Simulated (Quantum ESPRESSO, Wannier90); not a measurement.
## Wannierisation of Ir (fcc (Cu type))

```yaml
crystal:
  lattice:
    - [0.00000, 1.92697, 1.92697]
    - [1.92697, 0.00000, 1.92697]
    - [1.92697, 1.92697, 0.00000]
  atoms:
    - { symbol: Ir, position: [0.00000, 0.00000, 0.00000] }
```

Cell from Materials Project (mp-101), symmetrised, no further relaxation. This is the element's usual structure. Computed values, not measurements, from PBEsol: Quantum ESPRESSO (norm-conserving PseudoDojo potentials, cutoff 55 Ry, spinors with spin-orbit coupling) on a Γ-centred 10×10×10 mesh, then Wannier90. Density: 18×18×18 mesh, cold smearing 0.01 Ry.

Base run: 18 functions from bands 9-42 of the 42 computed, start hydrogen-like Ir: s;p;d, centres 0.05 Å off the atoms, frozen window up to 1.50 eV relative to the Fermi level, outer window open. One setting was then changed (edges relative to the Fermi level; misfit to pw.x on a path, for states up to 1.0 eV relative to the Fermi level).

```tsv
run	Ω_I (Å²)	rms misfit (meV)	worst (meV)
base	15.78	2.3	11
changed	15.02	849	3093
```

Task: Which change was made?
(A) only the lowest 20 of the kept bands
(B) frozen window to -1.50 eV
(C) frozen window to 0.50 eV
(D) frozen window to 3.50 eV
(E) no frozen window

Result: E, no frozen window. The others give:

```json
[
 {"run": "frozen window to -1.50 eV", "Ω_I (Å²)": "15.74", "rms misfit (meV)": "20", "worst (meV)": "117"},
 {"run": "frozen window to 0.50 eV", "Ω_I (Å²)": "15.77", "rms misfit (meV)": "3.8", "worst (meV)": "39"},
 {"run": "frozen window to 3.50 eV", "Ω_I (Å²)": "15.84", "rms misfit (meV)": "1.9", "worst (meV)": "8.5"},
 {"run": "only the lowest 20 of the kept bands", "Ω_I (Å²)": "23.37", "rms misfit (meV)": "13", "worst (meV)": "139"}
]
```
